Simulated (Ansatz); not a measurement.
A relaxation computed with Ansatz, from input to last step.

```yaml
crystal:
  lattice:
    - [5.13, 0.0, 0.0]
    - [-2.565, 4.4427103214, 0.0]
    - [0.0, 0.0, 4.74]
  atoms:
    - { symbol: Ti, position: [0.333, 0.0, 0.25] }
    - { symbol: Ti, position: [0.0, 0.333, 0.25] }
    - { symbol: Ti, position: [0.667, 0.667, 0.25] }
    - { symbol: Ti, position: [0.0, 0.667, 0.75] }
    - { symbol: Ti, position: [0.667, 0.0, 0.75] }
    - { symbol: Ti, position: [0.333, 0.333, 0.75] }
    - { symbol: O, position: [0.0, 0.0, 0.0] }
basis:
  ecutwfc: 420
kpoints:
  mp_grid: { grid: [12, 12, 8] }
hamiltonian:
  xc: pbesol
scf:
  occupations: { method: gaussian, width: 0.1 }
output:
  forces: true
  stress: true
  eigenvalues: true
relax:
  adjacent_minimum: "off"
  f_tol: 0.005
  max_steps: 80
  cell: { stress_tol: 0.05 }
```

```bash
ansatz run input.yaml --threads 2 --pin off --max-ram 5120MiB --backend cpu --events-out ev --progress --plain --runs-dir out
```

Computed with Ansatz 0.2.0, DFT PBEsol, scalar-relativistic, plane waves, PAW.

Of 7 frames 7 are shown, positions in Å and forces in eV/Å; the SCF threshold varies from step to step. Steps run on the plane waves of an earlier cell, with a Pulay correction in the pressure. The basis is chosen afresh for the last frame, the zero of the energies, and at times for earlier ones too; energy and pressure step there, also at an unchanged geometry. The mark taken_back stands on steps that the optimiser undid.

```xyz
7
Lattice="5.1300 0.0000 0.0000 -2.5650 4.4427 0.0000 0.0000 0.0000 4.7400" Properties=species:S:1:pos:R:3:forces:R:3 pbc="T T T" step=1 free_energy_over_end_meV_per_atom=19.87 pressure_GPa=-5.33
Ti    1.7083    0.0000    1.1850   -0.1875    0.0000    0.3867
Ti   -0.8541    1.4794    1.1850    0.0938   -0.1624    0.3867
Ti    1.7109    2.9633    1.1850    0.0938    0.1624    0.3867
Ti   -1.7109    2.9633    3.5550   -0.0938    0.1624   -0.3867
Ti    3.4217    0.0000    3.5550    0.1875    0.0000   -0.3867
Ti    0.8541    1.4794    3.5550   -0.0938   -0.1624   -0.3867
O     0.0000    0.0000    0.0000    0.0000    0.0000    0.0000
7
Lattice="4.9764 0.0000 0.0000 -2.4882 4.3097 0.0000 0.0000 0.0000 4.5469" Properties=species:S:1:pos:R:3:forces:R:3 pbc="T T T" step=2 free_energy_over_end_meV_per_atom=39.46 pressure_GPa=9.79 taken_back
Ti    1.6653    0.0000    1.2179   -0.2729    0.0000   -0.7362
Ti   -0.8326    1.4422    1.2179    0.1365   -0.2364   -0.7362
Ti    1.6555    2.8675    1.2179    0.1365    0.2364   -0.7362
Ti   -1.6555    2.8675    3.3290   -0.1365    0.2364    0.7362
Ti    3.3111    0.0000    3.3290    0.2729    0.0000    0.7362
Ti    0.8326    1.4422    3.3290   -0.1365   -0.2364    0.7362
O     0.0000    0.0000    0.0000    0.0000    0.0000    0.0000
7
Lattice="5.0653 0.0000 0.0000 -2.5327 4.3867 0.0000 0.0000 0.0000 4.6952" Properties=species:S:1:pos:R:3:forces:R:3 pbc="T T T" step=3 free_energy_over_end_meV_per_atom=0.55 pressure_GPa=-0.85
Ti    1.6801    0.0000    1.2073   -0.0303    0.0000    0.1260
Ti   -0.8401    1.4550    1.2073    0.0151   -0.0262    0.1260
Ti    1.6926    2.9317    1.2073    0.0151    0.0262    0.1260
Ti   -1.6926    2.9317    3.4879   -0.0151    0.0262   -0.1260
Ti    3.3852    0.0000    3.4879    0.0303    0.0000   -0.1260
Ti    0.8401    1.4550    3.4879   -0.0151   -0.0262   -0.1260
O     0.0000    0.0000    0.0000    0.0000    0.0000    0.0000
7
Lattice="5.0566 0.0000 0.0000 -2.5283 4.3791 0.0000 0.0000 0.0000 4.6862" Properties=species:S:1:pos:R:3:forces:R:3 pbc="T T T" step=4 free_energy_over_end_meV_per_atom=-0.34 pressure_GPa=-0.05
Ti    1.6738    0.0000    1.2174    0.0261    0.0000   -0.0170
Ti   -0.8369    1.4496    1.2174   -0.0130    0.0226   -0.0170
Ti    1.6914    2.9296    1.2174   -0.0130   -0.0226   -0.0170
Ti   -1.6914    2.9296    3.4689    0.0130   -0.0226    0.0170
Ti    3.3828    0.0000    3.4689   -0.0261    0.0000    0.0170
Ti    0.8369    1.4496    3.4689    0.0130    0.0226    0.0170
O     0.0000    0.0000    0.0000    0.0000    0.0000    0.0000
7
Lattice="5.0495 0.0000 0.0000 -2.5247 4.3730 0.0000 0.0000 0.0000 4.6900" Properties=species:S:1:pos:R:3:forces:R:3 pbc="T T T" step=5 free_energy_over_end_meV_per_atom=-0.07 pressure_GPa=-0.01 taken_back
Ti    1.6794    0.0000    1.2163   -0.1266    0.0000   -0.0072
Ti   -0.8397    1.4544    1.2163    0.0633   -0.1097   -0.0072
Ti    1.6850    2.9186    1.2163    0.0633    0.1097   -0.0072
Ti   -1.6850    2.9186    3.4736   -0.0633    0.1097    0.0072
Ti    3.3701    0.0000    3.4736    0.1266    0.0000    0.0072
Ti    0.8397    1.4544    3.4736   -0.0633   -0.1097    0.0072
O     0.0000    0.0000    0.0000    0.0000    0.0000    0.0000
7
Lattice="5.0524 0.0000 0.0000 -2.5262 4.3755 0.0000 0.0000 0.0000 4.6905" Properties=species:S:1:pos:R:3:forces:R:3 pbc="T T T" step=6 free_energy_over_end_meV_per_atom=-0.40 pressure_GPa=0.01
Ti    1.6740    0.0000    1.2171    0.0003    0.0000    0.0004
Ti   -0.8370    1.4497    1.2171   -0.0001    0.0002    0.0004
Ti    1.6892    2.9258    1.2171   -0.0001   -0.0002    0.0004
Ti   -1.6892    2.9258    3.4734    0.0001   -0.0002   -0.0004
Ti    3.3784    0.0000    3.4734   -0.0003    0.0000   -0.0004
Ti    0.8370    1.4497    3.4734    0.0001    0.0002   -0.0004
O     0.0000    0.0000    0.0000    0.0000    0.0000    0.0000
7
Lattice="5.0524 0.0000 0.0000 -2.5262 4.3755 0.0000 0.0000 0.0000 4.6905" Properties=species:S:1:pos:R:3:forces:R:3 pbc="T T T" step=7 free_energy_over_end_meV_per_atom=0.00 pressure_GPa=-0.03
Ti    1.6740    0.0000    1.2171    0.0000    0.0000    0.0002
Ti   -0.8370    1.4497    1.2171    0.0000    0.0000    0.0002
Ti    1.6892    2.9258    1.2171    0.0000    0.0000    0.0002
Ti   -1.6892    2.9258    3.4734    0.0000    0.0000   -0.0002
Ti    3.3784    0.0000    3.4734    0.0000    0.0000   -0.0002
Ti    0.8370    1.4497    3.4734    0.0000    0.0000   -0.0002
O     0.0000    0.0000    0.0000    0.0000    0.0000    0.0000
```

The run took 5.5 min on 2 threads of Intel(R) Xeon(R) Processor @ 2.50GHz (Skylake/Cascade Lake), with other jobs on the host, peak memory 0.79 GiB.

Spin polarisation was left out, and a magnetic state may lie lower.